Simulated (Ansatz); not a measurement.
CdWF4, a known structure type with other elements, at an estimated volume

```xyz
12
Lattice="5.2352 0.0000 0.0000 0.0000 6.0951 0.0000 -0.1381 0.0000 5.2750" Properties=species:S:1:pos:R:3 pbc="T T T"
Cd    2.5831    4.2538    1.3187
Cd    2.5140    1.8413    3.9562
W    -0.0345    1.0874    1.3187
W    -0.1036    5.0077    3.9562
F     0.9313    0.5851    5.0218
F     4.0968    0.5851    2.8907
F     4.1659    5.5100    0.2532
F     1.0003    5.5100    2.3843
F     1.2089    2.2613    2.0150
F     3.9573    2.2613    0.6224
F     3.8882    3.8338    3.2599
F     1.1399    3.8338    4.6525
```

Method: PBE, with U_eff = 2.5 eV on W d (all-electron-ortho-atomic projectors), no spin polarisation; PAW, plane waves to 420 eV, 5×5×5 Γ-centred mesh, fermi-dirac occupations (width 0.0416 eV) (Ansatz 0.2.0), atoms fixed.

Which atom feels the largest force, and which way?

The largest is on W3 (and as large on other atoms): 4.51 eV/Å, components (0.00, -4.51, 0.00). It makes 129° with the line to a nearest neighbour, F9 at 1.85 Å.

Describe some of the short contacts.

W–F at 1.85 Å: least valence density 1.06 e/Å³ and ELF 0.18 there. Cd–F at 2.28 Å: least valence density 0.34 e/Å³ and ELF 0.09 there. These are pseudo-fields; inside the PAW spheres they differ from the all-electron ones.

Is the cell too large or too small?

The pressure is 24.3 GPa (compression positive), so with the atoms held at these fractions the cell would first expand; the forces are large, so a full relaxation may end otherwise. The principal stresses 21.1, 21.5, 30.4 GPa differ, so its shape would change too.

What happens at the Fermi level?

It is a metal on this mesh, though the bands barely overlap, with about 6.7 states/eV a cell as the mean within 0.25 eV of the Fermi level, mostly W d (65 %), Cd s (17 %) and F p (14 %).

Which element gives electrons and which takes them?

Bader charges in e: Cd +0.85, W +2.14, F -0.77 to -0.73. In the mean W gives up most and F takes most.

Origin: a known structure type with other elements, at an estimated volume, so it need not be a known compound. Caveats: many states at the Fermi level without spin polarisation, so a magnetic state may lie lower; a Hubbard term without moments, so a magnetic state may lie lower; atoms or cell far from equilibrium.

Run time, from a saved density: 3.2 min on 1 thread of Arm Neoverse V1, on a shared host, peak memory 1.2 GiB. The time holds forces, stress, Bader, DOS, bands, ELF.
